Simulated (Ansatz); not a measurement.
BaTe:
```
CELL_PARAMETERS angstrom
      0.00000     3.43307     3.43307
      3.43307     0.00000     3.43307
      3.43307     3.43307     0.00000
ATOMIC_POSITIONS crystal
  Ba 0.00000 0.00000 0.00000
  Te 0.50000 0.50000 0.50000
```

Relaxed with LDA. Special points in fractions of this cell's reciprocal vectors: Γ (0.000, 0.000, 0.000); X (0.500, 0.000, 0.500); U (0.625, 0.250, 0.625); K (0.375, 0.375, 0.750); L (0.500, 0.500, 0.500); W (0.500, 0.250, 0.750).

**Question.** List the band energies nearest the valence-band maximum at these points for plane-wave PAW LDA (Ansatz code).

**Answer.** In eV from the valence-band maximum; about four levels below and three above (degenerate sets whole), none deeper than 8.9 eV; points with the same levels are listed once.

```tsv
k	below	above
Γ	0.00 0.00 0.00	2.88 2.88 2.88
X	-1.08 -0.35 -0.35	1.36 4.60 4.80
U	-1.32 -1.03 -0.78	2.47 5.03 5.24
L	-8.79 -2.38 -1.19 -1.19	4.10 4.87 5.00 5.00
W	-1.35 -0.92 -0.92	3.44 3.44 4.98
```

Space group Fm-3m (rock salt). Symmetry was held in the LDA relaxation; of distortions, only those at the zone centre were tested. Scalar-relativistic: spin–orbit coupling is off unless named, which matters more the heavier the elements.

Potentials: the later of the program's two PAW sets.
